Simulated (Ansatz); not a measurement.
YHg2 in space group P6/mmm (No. 191; Y on 1a, Hg on 2d) at seven volumes, DFT-r²SCAN in the program Ansatz with PAW potentials, shape and atoms relaxed at each. One row is withheld.

| V (Å³/atom) | P (GPa) |
|---|---|
| 21.751 | 7.85 |
| 22.468 | 4.79 |
| 23.186 | 2.21 |
| 23.903 | 0.00 |
| 24.620 | -1.92 |
| 25.337 | ? |
| 26.054 | -4.95 |

Task: Fit the shown pressures and predict the withheld one.

Result: Third-order Birch–Murnaghan: P = (3/2)B₀(x^(7/2) − x^(5/2))[1 + (3/4)(B′ − 4)(x − 1)] with x = (V₀/V)^(2/3). Least squares on the six rows gives V₀ = 23.899 Å³/atom, B₀ = 68.51 GPa, B′ = 4.14. At V = 25.337, x = 0.9618 and P = -3.55 GPa. The run itself gave -3.56 GPa.

The workflow started from an entry of the Crystallography Open Database (COD). Whether it is the stable phase at ambient conditions was not checked. Symmetry was held in the r²SCAN relaxation; its stability against distortions is not shown here. No spin polarisation was allowed. Spin–orbit coupling is left out wherever it is not named.

Potentials: the later of the program's two PAW sets.
